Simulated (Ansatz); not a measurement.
**SrTiO$_{3}$ (Pm-3m), two-dimensional strain map**

Theory: Ansatz 0.2.0, DFT PBEsol, scalar-relativistic, plane waves, PAW. The runs took a 420 eV cutoff, a Γ-centred 8×8×8 mesh and Gaussian smearing (0.05 eV). No spin polarisation. Energies are free energies at this smearing, counted from the undisturbed cell; pressure is positive in compression.

The undisturbed cell (relaxed at this level; it needn't be the usual structure):

```
CELL_PARAMETERS angstrom
3.89112 0.00000 0.00000
0.00000 3.89112 0.00000
0.00000 0.00000 3.89112
ATOMIC_POSITIONS crystal
Sr 0.00000 0.00000 0.00000
Ti 0.50000 0.50000 0.50000
O 0.00000 0.50000 0.50000
O 0.50000 0.00000 0.50000
O 0.50000 0.50000 0.00000
```

The cell is strained by p along both x and y and by q along z, fractional coordinates fixed. Points are written (p, q).

Energy above the undisturbed cell in meV/atom (a dash: not computed):

| p \ q | -0.030 | -0.015 | 0.000 | 0.015 | 0.030 |
| --- | --- | --- | --- | --- | --- |
| -0.030 | 61.4 | 43.8 | 33.3 | 29.0 | 30.0 |
| -0.015 | 28.2 | 14.6 | 7.9 | 7.2 | 11.6 |
| 0.000 | 12.9 | 3.1 | 0.0 | 2.8 | 10.5 |
| 0.015 | 13.1 | 6.8 | 7.2 | 13.2 | 24.0 |
| 0.030 | 26.6 | 23.6 | 27.2 | 36.3 | 50.1 |

Pressure in GPa:

| p \ q | -0.030 | -0.015 | 0.000 | 0.015 | 0.030 |
| --- | --- | --- | --- | --- | --- |
| -0.030 | 20.7 | 16.8 | 13.3 | 10.1 | 7.4 |
| -0.015 | 13.0 | 9.3 | 6.1 | 3.2 | 0.7 |
| 0.000 | 6.3 | 3.0 | 0.0 | -2.6 | -4.9 |
| 0.015 | 0.7 | -2.4 | -5.1 | -7.5 | -9.6 |
| 0.030 | -4.0 | -6.9 | -9.4 | -11.6 | -13.6 |

Gap on the k-mesh in eV:

| p \ q | -0.030 | -0.015 | 0.000 | 0.015 | 0.030 |
| --- | --- | --- | --- | --- | --- |
| -0.030 | 2.01 | 1.94 | 1.88 | 1.83 | 1.77 |
| -0.015 | 1.92 | 1.93 | 1.87 | 1.81 | 1.76 |
| 0.000 | 1.85 | 1.85 | 1.85 | 1.79 | 1.74 |
| 0.015 | 1.78 | 1.78 | 1.77 | 1.77 | 1.72 |
| 0.030 | 1.72 | 1.71 | 1.70 | 1.69 | 1.69 |

Symmetry holds off the tilts and polar distortions that many cubic perovskites undergo.